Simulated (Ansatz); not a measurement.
MoPd:
```xyz
2
Lattice="0.0000 2.6068 2.6068 2.6068 0.0000 2.6068 2.6068 2.6068 0.0000" Properties=species:S:1:pos:R:3 pbc="T T T"
Pd     0.0000     0.0000     0.0000
Mo     2.6068     2.6068     2.6068
```

Relaxed with PBE. Special points in fractions of this cell's reciprocal vectors: Γ (0.000, 0.000, 0.000); X (0.500, 0.000, 0.500); U (0.625, 0.250, 0.625); K (0.375, 0.375, 0.750); L (0.500, 0.500, 0.500); W (0.500, 0.250, 0.750).

**Question.** List the band energies nearest the Fermi level at these points for PBE (plane waves, PAW; program Ansatz).

**Answer.** In eV from the Fermi level; about four levels below and three above (degenerate sets whole), none deeper than 8.9 eV; points with the same levels are listed once.

| k | below | above |
|---|---|---|
| Γ | -5.39 -5.39 -4.83 -4.83 -4.83 | 1.06 1.06 1.06 |
| X | -3.69 -2.88 -2.88 -0.43 | 0.70 0.70 0.97 |
| U | -3.65 -3.31 -3.08 -0.67 | 0.09 0.45 0.53 |
| L | -3.11 -3.11 -1.56 -1.56 -0.50 | 0.26 0.26 2.24 |
| W | -2.58 -0.89 -0.11 -0.11 | 0.68 3.18 3.18 |

Space group Fm-3m (rock salt). The start of the workflow was typed in or built on a structure type; neither database checked (COD, Materials Project) lists it. Whether it is the stable phase at ambient conditions was not checked. The PBE relaxation kept the symmetry of its start; its stability against distortions is not shown here. The run is not spin-polarised. The volume moved by 17 % from the start of the relaxation. Its formation energy is positive at this level, so the cell may be metastable or incomplete. Spin–orbit coupling is left out wherever it is not named.

Potentials: the later of the program's two PAW sets.
